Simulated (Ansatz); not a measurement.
**Structure relaxation, NbP**

The start is a generated trial cell of NbP in the AFLOW prototype AB_hR6_160_b_b (B13, as in NiS). The structure is fully relaxed (lattice and positions, P = 0) with PBEsol (plane waves to 420 eV, PAW, scalar-relativistic; Ansatz, a program for electronic structure). The first steps use a coarse 8×8×8 k-mesh.

Starting cell:
```
NbP
1.0
    4.95901     2.86309     1.08261
   -4.95901     2.86309     1.08261
    0.00000    -5.72617     1.08261
P Nb
3 3
Direct
  0.99981   0.99981   0.73638
  0.99981   0.73638   0.99981
  0.73638   0.99981   0.99981
  0.27120   0.27120   0.60839
  0.27120   0.60839   0.27120
  0.60839   0.27120   0.27120
```

Q: How large is the pressure on the unrelaxed cell, and of which sign?

A: +22 GPa (positive: the cell is compressed).

Q: By how much does the energy per atom fall from start to end?

A: 0.23 eV/atom.

Q: How does the volume per atom move from start to end?

A: +13.9 %, from 15.37 to 17.51 Å³/atom.

Q: How do the shortest distances between atoms change?

A: The closest pairs of elements (up to four, under 3.6 Å), start → end: Nb–P 2.33 → 2.42 Å; P–P 2.61 → 3.14 Å; Nb–Nb 3.25 → 3.24 Å.

Q: What band gap does the relaxed structure have at this level?

A: No gap (metallic).

Q: Write out the relaxed structure.

A: 
Space group R3m, hexagonal axes (No. 160); a = 10.4638 Å, b = 10.4638 Å, c = 3.3245 Å, α = 90.00°, β = 90.00°, γ = 120.00°

```csv
atom,site,symmetry,x,y,z
P,9b,.m,0.1998,0.0999,0.1020
Nb,9b,.m,0.1032,0.2063,0.6024
```
(The calculation used a cell of 6 atoms; values per cell refer to that cell.)

The space group stays R3m (No. 160) (the run could not lower it); the end is AFLOW prototype AB_hR6_160_b_b (B13, as in NiS), with 6 atoms in the primitive cell. Final values are on a 15×15×15 k-mesh of the relaxed cell. No spin polarisation in the result.

The run could not lose the symmetry of its start: the end is stationary, and may be a saddle point rather than a minimum.

The relaxed structure here is a generated cell of NbP: the first start was made by placing the elements on the sites of a structure type, and the end was not matched to a known phase here, so it may be hypothetical.
